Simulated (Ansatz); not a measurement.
A geometry of Al$_{2}$Cu away from equilibrium: step 2 of the relaxation of a relaxed Al2Cu cell, doubled along one cell vector, shaken by Gaussian noise of σ = 0.08 Å a coordinate. The numbers are results of r2SCAN (plane waves to 500 eV, PAW, scalar-relativistic; Ansatz, a quantum-chemistry and plane-wave program), not measurements. Γ-centred k-mesh 5×9×8 on the run's cell (coarser than for final values), Fermi–Dirac smearing 0.05 eV.

```xyz
12
Lattice="-5.9866 6.0158 4.7744 2.9900 -3.0008 2.3741 3.0085 3.0160 -2.3782" Properties=species:S:1:pos:R:3:forces:R:3 pbc="T T T" free_energy=-30850.001 pressure_GPa=1.1
Al     0.9602     4.0353     0.0257    0.3083   -0.3313   -0.1984
Al    -2.0441     7.0537     2.3444    0.2802   -0.4211   -0.0195
Al     0.9538     2.0607     2.3530    0.0086   -0.0832   -0.0254
Al    -1.9851     5.1187     4.7049   -0.2119   -0.2421    0.1608
Al     1.9874     0.9173     0.0162    0.6224    0.4870   -0.2446
Al    -0.8685     3.9920     2.3461   -0.2590    0.0678    0.0362
Al     2.1026    -0.9446     2.3665   -0.1304    0.0552    0.0604
Al    -0.8688     2.0861     4.7825   -0.4281    0.3611   -0.3097
Cu     0.0680    -0.0588     1.1556   -0.6048    0.3686    0.6193
Cu    -3.0264     3.0469     3.4609    0.3470   -0.0594    1.4467
Cu     0.0173     0.0331     3.5664    0.0027   -0.1071   -0.9065
Cu    -2.9981     3.0715     5.9271    0.0650   -0.0955   -0.6192
```

Positions in Å, forces in eV/Å, free energy of the cell in eV (comparable only within this code, potentials and settings). Largest force: 1.49 eV/Å, on Cu10 (atoms numbered as listed); the geometry lies 0.02 eV/atom above the end of its relaxation.

No spin polarisation in the result.

The end of the path is a generated cell of Al2Cu: the first start was made by placing the elements on the sites of a structure type, and the end was not matched to a known phase here, so it may be hypothetical. Known forms of Al2Cu include space group No. 140.
